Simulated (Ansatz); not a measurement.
Input:

SiGe$_{3}$:
Space group P-4m2 (No. 115); a = b = 3.9666 Å, c = 5.5943 Å, α = β = γ = 90.00°

```csv
atom,site,symmetry,x,y,z
Si,1a,-4m2,0.0000,0.0000,0.0000
Ge,2g,2mm.,0.5000,0.0000,0.2441
Ge,1c,-4m2,0.5000,0.5000,0.5000
```

This is the PBEsol-relaxed structure.

Task: All from PBEsol (plane waves, PAW; program Ansatz), unless another level is named. Estimate the Born charges (a third of the trace).

Result: Si -0.01, Ge -0.08 to +0.17 e.

Task: Predict the electronic dielectric constant ε∞ (DFPT).

Result: 17.7 (xx = yy), 17.6 (zz).

The start of the workflow was typed in or built on a structure type; neither database checked (COD, Materials Project) lists it. Whether it is the stable phase at ambient conditions was not checked. Symmetry was held in the PBEsol relaxation; whether a distortion lowers the energy is not shown. Spin–orbit coupling is left out wherever it is not named.

Potentials: the later of the program's two PAW sets.
